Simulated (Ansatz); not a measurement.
BP in space group Pm-3n (No. 223; B on 6c, P on 6d), the program Ansatz at the PBE level (PAW). The conduction-band minimum lies on the Γ–X line, 85 % of the way from Γ, with 6 equivalent valleys. Second derivatives d²E/dk² of the lowest band at one valley (eV·Å²), along Cartesian directions:

```tsv
direction	d²E/dk²
[100]	21.46
[010]	21.46
[001]	11.87
[110]	21.47
[101]	16.67
[011]	16.67
```

Problem. Find the principal effective masses, the density-of-states mass and the conductivity mass.

Solution. Off-diagonal terms follow from H_xy = H[110] − (H_xx + H_yy)/2, and m*/mₑ = 7.620 eV·Å² over each eigenvalue: 0.35, 0.36, 0.64. One valley's DOS mass (m₁m₂m₃)^(1/3) = 0.43, conductivity mass 3/(Σ 1/mᵢ) = 0.42 mₑ.

Problem. What effective density of states Nc follows at 300 K for parabolic valleys?

Solution. Nc = 2.509e19 × 6 × (0.43)^(3/2) ≈ 4.2e19 cm⁻³.

The start of the workflow was typed in or built on a structure type; neither database checked (COD, Materials Project) lists it. It is not the phase usual at ambient conditions (space group No. 216). Symmetry was held in the PBE relaxation; whether a distortion lowers the energy is not shown.

Potentials: the later of the program's two PAW sets.

Edges and masses are those of Kohn–Sham bands, whose gap is no quasiparticle gap.
